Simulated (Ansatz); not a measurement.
This guess for Ga₃AsP₂ is about to be relaxed.

```xyz
12
Lattice="3.8218 0.0000 0.0000 -1.9109 3.3097 0.0000 0.0000 0.0000 18.9082" Properties=species:S:1:pos:R:3 pbc="T T T"
Ga    0.0000    2.2065    6.3026
Ga    0.0000    2.2065   12.6053
Ga    0.0000    2.2065   18.9081
Ga    1.9109    1.1032    3.1513
Ga    1.9109    1.1032    9.4540
Ga    1.9109    1.1032   15.7567
P     0.0000    2.2065    2.3573
P     0.0000    2.2065   14.9628
P     1.9109    1.1032    5.5087
P     1.9109    1.1032   11.8114
As    0.0000    2.2065    8.6600
As    1.9109    1.1032   18.1141
```

Computed with DFT PBE, scalar-relativistic, plane waves, PAW (Ansatz 0.2.0). Cutoff 420 eV, Gaussian smearing, Γ-centred meshes. Cell and atoms relax first on a coarse mesh and then on a converged one. In between, the cell is made exact in the group found at 0.06 Å. The steps can't lower the symmetry of their start. No spin polarisation.

A guess keeps its type if space group and coordination stay and the shape of the cell changes little (axis ratios within about 15 %, angles within 6°); the volume may change.

Q: Does it keep its structure type, or change into something else?

A: It keeps its type. The symmetry stays P6_3mc (No. 186). The volume per atom grows by 9.2 %, from 19.9 to 21.8 Å³. The shortest distance goes from 2.34 Å (Ga–As and Ga–P) to 2.39 Å (Ga–P). The ratio c/a of the conventional cell changes by a factor of 1.00. Counting neighbours within 15 % of an atom's shortest distance, the start has As 4, Ga 4, P 4 and the end As 4, Ga 4, P 4.

The last run used a 12×12×2 mesh (in the run's order of axes) for its 12-atom cell and Gaussian smearing of 0.02 eV. Symmetry constrained the relaxation, so the result can be a saddle point.
